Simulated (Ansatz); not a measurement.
**Trial structures of MnH4: starts and ends**

Computed with DFT PBE, scalar-relativistic, plane waves, PAW in Ansatz. All cells share a 420 eV cutoff and Γ-centred k meshes spaced at most about 0.3 Å⁻¹ (about 0.25 or finer for metals, 2π included). Collinear spin in cells that started with moments and kept them past the coarse steps, no spin elsewhere.

Each guess was relaxed in cell and atoms at zero pressure, within the symmetry of its start. These are static total energies at zero pressure. Coordination counts H atoms around Mn (those within 1.25 times the shortest such distance or 1.15 times the sum of covalent radii; a plus sign parts nearer from farther groups).

| guess | made from | start group | V start (Å³/atom) | end group | V end (Å³/atom) | coordination at the end | gap on mesh (eV) | largest moment (μB) | E over the lowest end (meV/atom) |
| --- | --- | --- | --- | --- | --- | --- | --- | --- | --- |
| 1 | Ni4N type | Pm-3m | 8.9 | Pm-3m | 7.9 | Mn 6 | 0 | 2.8 | 443 |
| 2 | random cell | Cmmm | 9.0 | Cmmm | 8.7 | Mn 4+4 | 0 | 2.5 | 345 |
| 3 | random cell | P4/mmm | 9.4 | ? | ? | ? | ? | ? | ? |
| 4 | Co4H type | P-3m1 | 7.9 | P-3m1 | 8.9 | Mn 6 | 0 | 1.4 | 175 |
| 5 | NiHg4 type | Im-3m | 8.4 | Im-3m | 6.5 | Mn 8 | 0 | 2.4 | 192 |
| 6 | random cell | P4/mmm | 9.5 | P4/mmm | 7.3 | Mn 8 | 0 | 1.6 | 0 |

Guess 3 as it starts:

```cif
data_structure
_symmetry_space_group_name_H-M 'P4/mmm'
_symmetry_Int_Tables_number 123
_cell_length_a 3.6868
_cell_length_b 3.6868
_cell_length_c 3.4710
_cell_angle_alpha 90.000
_cell_angle_beta 90.000
_cell_angle_gamma 90.000
_cell_volume 47.18
loop_
_atom_site_label
_atom_site_type_symbol
_atom_site_symmetry_multiplicity
_atom_site_Wyckoff_symbol
_atom_site_fract_x
_atom_site_fract_y
_atom_site_fract_z
_atom_site_occupancy
Mn1 Mn 1 c 0.50000 0.50000 0.00000 1
H1 H 4 n 0.16886 0.50000 0.00000 1
```

Problem. Fill in the missing row: what does this guess relax into, and where does it rank?

Solution. It ends in space group P4/mmm (No. 123), with a = 4.724 Å, c = 2.704 Å, 12.1 Å³/atom and no gap, with moments up to 3.1 μB. It lies 0.41 eV/atom over the lowest end, above guess 2 and below guess 1. Counting H atoms around Mn, this end has Mn 4 and the lowest (guess 6) has Mn 8. This end holds H–H pairs (shortest 0.87 Å); in the lowest (guess 6) the shortest H–H distance is 1.87 Å.

```cif
data_structure
_symmetry_space_group_name_H-M 'P4/mmm'
_symmetry_Int_Tables_number 123
_cell_length_a 4.7244
_cell_length_b 4.7244
_cell_length_c 2.7041
_cell_angle_alpha 90.000
_cell_angle_beta 90.000
_cell_angle_gamma 90.000
_cell_volume 60.36
loop_
_atom_site_label
_atom_site_type_symbol
_atom_site_symmetry_multiplicity
_atom_site_Wyckoff_symbol
_atom_site_fract_x
_atom_site_fract_y
_atom_site_fract_z
_atom_site_occupancy
Mn1 Mn 1 c 0.50000 0.50000 0.00000 1
H1 H 4 n 0.09188 0.50000 0.00000 1
```

The zero of energy is the elements' standard structures at the same level (H₂ as a molecule); no fitted shifts are applied.

Problem. Is the lowest end bound against the elements?

Solution. No: its formation energy is +0.22 eV/atom. It can't be a ground state, since the elements alone are lower.

No dispersion correction is applied, so the spacing and binding between layers, chains or molecules are poorly described (P4/mmm at 7.3 Å³/atom, P-3m1, Cmmm), and this can change margins and order among such cells. With hydrogen, zero-point motion can shift formation energies by some tens of meV/atom. The magnetic state reached may not be the lowest. Cells relaxed within their symmetry can be saddle points. A lower structure may well exist outside this small set. Some candidate types were left out of the draw beforehand, so a known form may be missing.
